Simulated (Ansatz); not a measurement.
Sb3Rh:
```xyz
16
Lattice="-4.6239 4.6239 4.6239 4.6239 -4.6239 4.6239 4.6239 4.6239 -4.6239" Properties=species:S:1:pos:R:3 pbc="T T T"
Rh     2.3120     2.3120     2.3120
Rh     2.3120     2.3120    -2.3120
Rh    -2.3120     2.3120     2.3120
Rh     2.3120    -2.3120     2.3120
Sb     0.0000     3.1404     1.4339
Sb     0.0000     6.1074     1.4339
Sb     4.6239     1.4835     3.1900
Sb     4.6239    -1.4835     3.1900
Sb     1.4339     0.0000     3.1404
Sb     1.4339     0.0000     6.1074
Sb     3.1900     4.6239     1.4835
Sb     3.1900     4.6239    -1.4835
Sb     3.1404     1.4339     0.0000
Sb     6.1074     1.4339     0.0000
Sb     1.4835     3.1900     4.6239
Sb    -1.4835     3.1900     4.6239
```

Relaxed with PBEsol.

Problem. Map the valence electron density (e/Å³), cut off at 1 on the plane through (0.500, 0.500, 0.500) spanned by u = [1, 1, 0] and v = [1, -1, 0] in lattice vectors, from PBEsol in the plane-wave PAW code Ansatz.

Solution. x is the fraction of u, y of v (the angle between them is 90°; rows are the nearest grid lines); atoms in the plane: Rh at (0.00, 0.00), Rh at (0.50, 0.50), Rh at (0.00, 0.50), Rh at (0.50, 0.00), Sb at (0.25, 0.41), Sb at (0.75, 0.91), Sb at (0.25, 0.09), Sb at (0.75, 0.59).
```
|@@@@@=:::::::::=@@@@@@@@=:::::::::=@@@@@|
|@@@%=:.       .:=%@@@@%+=+%@@@@@%+=+%@@@|
|#*+-:..       ..:-+**=--=*@@@@@@@*=--=*#|
|.::--:..     ..:--::....:=@@@@@@@=:.....|
|.:-==-:..   ..:-==-:     ..:---:..     .|
|..:--::..   ..::--:.                   .|
|..::-::.     .::-::.                   .|
|.::---:..   ..:---::       .....       .|
|.:----:..   ..:----:.   .:=#@@@#=:.   ..|
|:--::..       ..::--::::-*@@@@@@@*-:::::|
|#*+-:..       ..:-+**=--=*@@@@@@@*=--=*#|
|@@@@#-..     ..-#@@@@@@#=-=+*#*+=-=#@@@@|
|@@@@#=-=+*#*+=-=#@@@@@@#-..     ..-#@@@@|
|#*=--=*@@@@@@@*=--=**+-:..       ..:-+*#|
|:::::-*@@@@@@@*-::::--::..       ..::--:|
|..   .:=#@@@#=:.   .:----:..   ..:----:.|
|.       .....       ::---:..   ..:---::.|
|.                   .::-::.     .::-::..|
|.                   .:--::..   ..::--:..|
|.     ..:---:..     :-==-:..   ..:-==-:.|
|.....:=@@@@@@@=:....::--:..     ..:--::.|
|#*=--=*@@@@@@@*=--=**+-:..       ..:-+*#|
|@@@%+=+%@@@@@%+=+%@@@@%=:.       .:=%@@@|
|@@@@@=:::::::::=@@@@@@@@=:::::::::=@@@@@|
```
Scale: ten equal steps from 0.039 (start of ' ') to 1.00 (end of '@'), in the order ' .:-=+*#%@'; x runs from 0.000 to 1.00, y from 0.000 (bottom) to 1.00 (top).

The density is the valence pseudo-density with augmentation charge, so density and ELF within about 1 Å of a nucleus are not all-electron values.

Space group Im-3. The workflow started from an entry of the Crystallography Open Database (COD). Whether it is the stable phase at ambient conditions was not checked. Symmetry was held in the PBEsol relaxation; whether a distortion lowers the energy is not shown. The run is not spin-polarised. Scalar-relativistic: spin–orbit coupling is off unless named, which matters more the heavier the elements.

Potentials: the later of the program's two PAW sets.
